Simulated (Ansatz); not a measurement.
Level of theory: DFT PBE, scalar-relativistic, plane waves, PAW in Ansatz 0.2.0. All cells share a 420 eV cutoff and Γ-centred k meshes spaced at most about 0.3 Å⁻¹ (about 0.25 or finer for metals, 2π included). No spin polarisation in the final relaxations.

Each of these unrelaxed guesses is relaxed in cell and atoms within its symmetry. A guess keeps its type if space group and coordination stay and the shape of the cell changes little (axis ratios within about 15 %, angles within 6°); the volume may change.

1. MnOsC4N4 (collinear spin from parallel moments)

```
CELL_PARAMETERS angstrom
5.88089 0.00000 0.00000
0.00000 5.88089 0.00000
0.00000 0.00000 5.88089
ATOMIC_POSITIONS crystal
Mn 0.00000 0.00000 0.00000
Os 0.50000 0.50000 0.50000
C 0.19026 0.19026 0.19026
C 0.19026 0.80974 0.80974
C 0.80974 0.19026 0.80974
C 0.80974 0.80974 0.19026
N 0.30512 0.30512 0.30512
N 0.30512 0.69488 0.69488
N 0.69488 0.30512 0.69488
N 0.69488 0.69488 0.30512
```

2. TaRu2

```
CELL_PARAMETERS angstrom
0.00000 3.61684 3.61684
3.61684 0.00000 3.61684
3.61684 3.61684 0.00000
ATOMIC_POSITIONS crystal
Ta 0.00000 0.00000 0.00000
Ta 0.25000 0.25000 0.25000
Ru 0.62500 0.62500 0.62500
Ru 0.12500 0.62500 0.62500
Ru 0.62500 0.62500 0.12500
Ru 0.62500 0.12500 0.62500
```

3. AlInAsP3

```
CELL_PARAMETERS angstrom
5.13891 0.00000 0.00000
0.00000 5.13891 0.00000
0.00000 0.00000 5.65967
ATOMIC_POSITIONS crystal
Al 0.00000 0.00000 0.75217
In 0.50000 0.50000 0.67107
P 0.00000 0.00000 0.03047
P 0.50000 0.50000 0.98261
P 0.50000 0.50000 0.28647
As 0.00000 0.00000 0.30623
```

Question: Which guesses survive the relaxation?

Answer: Guesses 1 and 2 keep their type. Symmetry leaves only the cell edge free in guess 2, so these can't change.

```tsv
guess	kept	start group	end group	V start (Å³/atom)	V end	b/a and c/a, end over start	nearest neighbours start	nearest neighbours end
1	yes	P-43m	P-43m	20.3	17.9	1.00, 1.00	C 1, Mn 4, N 1, Os 4	C 1, Mn 4, N 1, Os 4
2	yes	Fd-3m	Fd-3m	15.8	15.6	1.00, 1.00	Ru 6, Ta 16	Ru 6, Ta 16
3	no	P4mm	P4mm	24.9	19.9	1.00, 2.70	Al 1, As 1, In 1, P 1/2	Al 1, As 4, In 9, P 5
```

Neighbours count within 15 % of an atom's shortest distance; end groups are read at 0.02 Å (0.05 Å in metals).

Spin–orbit coupling, which can matter for Os and Ta, is left out. Trial moments died out on the coarse mesh in MnOsC4N4 P-43m; another magnetic start might hold. Cells relaxed within their symmetry can be saddle points.

In counts of neighbours, a slash parts the counts of unlike sites.
